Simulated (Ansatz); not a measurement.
Put GaCu in Fm-3m (No. 225): Ga on 4b; Cu on 4a.

Theory: Ansatz 0.2.0, DFT PBE, scalar-relativistic, plane waves, PAW. Cutoff 420 eV, Γ-centred mesh, Gaussian smearing, no spin polarisation.

The zero of energy is the elements' standard structures at the same level; no fitted shifts are applied.

Question: Predict the relaxed structure.

Answer:

Space group Fm-3m (No. 225). a = 5.087 Å, b = 5.087 Å, c = 5.087 Å, α = 90.00°, β = 90.00°, γ = 90.00°
```csv
atom,site,symmetry,x,y,z
Ga,4b,m-3m,0.5000,0.0000,0.0000
Cu,4a,m-3m,0.0000,0.0000,0.0000
```

It has the rock salt type. Around Ga lie 6 Cu at 2.54 Å; Cu is surrounded by 6 Ga at 2.54 Å.

Question: Where does its energy lie, and is it a metal?

Answer: The formation energy is +0.20 eV/atom and the gap on the 18×18×18 mesh of the 2-atom cell is 0 eV (a metal). A positive value: parting into the elements would lower its energy.

The last run used Gaussian smearing of 0.10 eV. A structure relaxed within its symmetry needn't be a true minimum.
